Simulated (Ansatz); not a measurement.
Starting structure of a cell relaxation (symmetry kept):

Space group P-3m1 (No. 164). a = 4.024 Å, b = 4.024 Å, c = 4.971 Å, α = 90.00°, β = 90.00°, γ = 120.00°
```json
{"atom": "Al", "site": "2d", "symmetry": "3m.", "x": "0.3333", "y": "0.6667", "z": "0.1932"}
{"atom": "Ni", "site": "2d", "symmetry": "3m.", "x": "0.3333", "y": "0.6667", "z": "0.6891"}
{"atom": "Ni", "site": "1b", "symmetry": "-3m.", "x": "0.0000", "y": "0.0000", "z": "0.5000"}
{"atom": "Ni", "site": "1a", "symmetry": "-3m.", "x": "0.0000", "y": "0.0000", "z": "0.0000"}
```

Level of theory: DFT PBEsol, scalar-relativistic, plane waves, PAW (Ansatz 0.2.0).

Settings: cutoff 420 eV, Γ-centred mesh 12×12×8 on the computed 6-atom cell, Gaussian smearing of 0.10 eV; no spin polarisation.

**Question.** What does it relax to?

**Answer.** The volume decreases by 0.43 Å³/atom to 11.19 Å³/atom, and the energy falls by 9.2 meV/atom. Final structure:
```cif
data_structure
_symmetry_space_group_name_H-M 'P-3m1'
_symmetry_Int_Tables_number 164
_cell_length_a 3.9749
_cell_length_b 3.9749
_cell_length_c 4.9061
_cell_angle_alpha 90.000
_cell_angle_beta 90.000
_cell_angle_gamma 120.000
_cell_volume 67.13
loop_
_atom_site_label
_atom_site_type_symbol
_atom_site_symmetry_multiplicity
_atom_site_Wyckoff_symbol
_atom_site_fract_x
_atom_site_fract_y
_atom_site_fract_z
_atom_site_occupancy
Al1 Al 2 d 0.33333 0.66667 0.19272 1
Ni1 Ni 2 d 0.33333 0.66667 0.68776 1
Ni2 Ni 1 b 0.00000 0.00000 0.50000 1
Ni3 Ni 1 a 0.00000 0.00000 0.00000 1
```

Cost: 1 run of about 3.3 core-minutes, on AMD EPYC (Zen 3) (shared hosts).